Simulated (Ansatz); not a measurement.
Relaxed-ion elastic tensor of BeTe (rock salt, Fm-3m) in GPa (Voigt order), DFT-r²SCAN in the program Ansatz with PAW potentials; density 5.86 g/cm³, 19.36 Å³ per atom.

```
 111  46.2  46.2   0.0   0.0   0.0
46.2   111  46.2   0.0   0.0   0.0
46.2  46.2   111   0.0   0.0   0.0
 0.0   0.0   0.0  48.4   0.0   0.0
 0.0   0.0   0.0   0.0  48.4   0.0
 0.0   0.0   0.0   0.0   0.0  48.4
```

Q: Is the crystal mechanically stable?

A: Yes: the smallest eigenvalue of C is 48.4 GPa.

Q: Work out the Voigt, Reuss and Hill averages.

A: K_V = 67.8, K_R = 67.8, K_H = 67.8; G_V = 42.0, G_R = 40.4, G_H = 41.2 GPa.

Q: Give Young's modulus, Poisson's ratio, Pugh's ratio and the universal anisotropy index.

A: E = 9KG/(3K + G) = 103 GPa; ν = 0.25; K/G = 1.65 (brittle by the Pugh limit of 1.75); A_U = 5G_V/G_R + K_V/K_R − 6 = 0.20.

Q: Estimate the sound speeds and the Debye temperature.

A: v_l = √((K + 4G/3)/ρ) = 4580 m/s, v_t = √(G/ρ) = 2650 m/s, mean 2940 m/s; Θ = (h/k)(3n/4πV)^(1/3) v_m = 326 K.

Q: Give the Zener ratio and Young's modulus along [100], [110] and [111].

A: A = 2C44/(C11 − C12) = 1.50; 1/E = S11 − 2(S11 − S12 − S44/2)Γ with Γ = 0, 1/4, 1/3 gives 83.7, 107, 117 GPa.

Q: Solve the Christoffel equation for the three sound speeds along [100], [110], [111].

A: Eigenvalues of C_ijkl n_j n_l equal ρv². In km/s, slowest first: [100] 2.88, 2.88, 4.35; [110] 2.35, 2.88, 4.66; [111] 2.54, 2.54, 4.75.

The start of the workflow was typed in or built on a structure type; neither database checked (COD, Materials Project) lists it. COD files the formula under space group No. 216, so this cell is another polymorph or a model. Its standing as an ambient phase is unchecked. The r²SCAN relaxation kept the symmetry of its start; its stability against distortions is not shown here. As this level gives no gap, shear constants depend on the k-mesh and smearing (Fermi–Dirac, 0.1 eV here). Scalar-relativistic: spin–orbit coupling is off unless named, which matters more the heavier the elements.

Potentials: the later of the program's two PAW sets.
